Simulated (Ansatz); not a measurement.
Relaxed Re (hcp, Mg type):

```
CELL_PARAMETERS angstrom
      2.77518     0.00000     0.00000
     -1.38759     2.40338     0.00000
      0.00000     0.00000     4.48302
ATOMIC_POSITIONS crystal
  Re 0.33333 0.66667 0.75000
  Re 0.66667 0.33333 0.25000
```

In each cell atom 2 (Re, nearest neighbour Re at 2.755 Å; its periodic images, 2.8 Å or more away, move with it) moves by s·(0.707, 0.707, 0.000) (along Cartesian [110]), the rest being held.

Computed with PBE (plane waves to 420 eV, PAW, scalar-relativistic; Ansatz, a program for electronic structure). k mesh 15×15×9 (Γ-centred), Fermi-Dirac smearing 0.05 eV. Energies are smeared free energies. With partly filled bands, energies and forces of such displacements shift with the k mesh and the smearing. Re is run without spin polarisation. Re was relaxed with its symmetry unable to fall. Spin-orbit coupling is left out, though Re is heavy. The PAW data are Ansatz's earlier set. ΔE is measured from the undisplaced structure. The last digit holds for this mesh only.

| s (Å) | ΔE (meV/cell) |
|---|---|
| -0.280 | 165.0 |
| -0.224 | 109.6 |
| -0.168 | 64.4 |
| -0.112 | 29.8 |
| -0.056 | withheld |
| 0.000 | 0.0 |
| 0.056 | 7.4 |
| 0.112 | 29.2 |
| 0.168 | 64.8 |
| 0.224 | 113.6 |
| 0.280 | 175.2 |

Problem. Fit a polynomial form (powers 2, 3, 4) to the given rows and predict ΔE at s = -0.056.

Solution. Least squares on the 10 given rows: ΔE = (2347)·s² + (213.3)·s³ + (-2289)·s⁴, in meV/cell with s in Å; root-mean-square residual 0.59 meV/cell. At -0.056 the fit gives 7.3 meV/cell; the calculation gives 7.6 meV/cell, so the interpolation is off by -0.3 (-3.9 %). The quadratic term alone would give 7.4 meV/cell.

(For displaced atoms, the force is minus the slope of the energy, and its curvature is a force constant, which sets phonon frequencies.)
